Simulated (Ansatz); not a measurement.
GaFe3 (Cu3Au type, Pm-3m), PBEsol (plane waves, PAW; program Ansatz), all energies at zero smearing, with the estimated change up to a 700 eV cutoff added, with one set of potentials and settings (totals compare only within such a set). Cell of 4 atoms (3 Fe, 1 Ga): -17090.301 eV.

```
element                             reference phase  E (eV/atom)
-------  ------------------------------------------  -----------
Fe       Im-3m, 1 atoms in the cell, spin-polarised   -4448.8520
Ga                        Cmce, 4 atoms in the cell   -3743.2031
```

Formation energy per atom, worked out: (-17090.301 − 3×(-4448.8520) − 1×(-3743.2031))/4 = -0.135 eV/atom (-13 kJ per mol of atoms), at 0 K, without zero-point energy or fitted corrections.

The workflow started from an entry of the Crystallography Open Database (COD). Whether it is the stable phase at ambient conditions was not checked. The cell was relaxed with PBEsol under the symmetry of its start; its stability against distortions is not shown here. The final state is ferromagnetic, chosen from 4 collinear starts compared on coarse meshes (ties went to the first, and starts can fall back to one state), not a proven ground state. The references are the lowest solids computed at this level, not always the standard phases.

Potentials: the later of the program's two PAW sets.
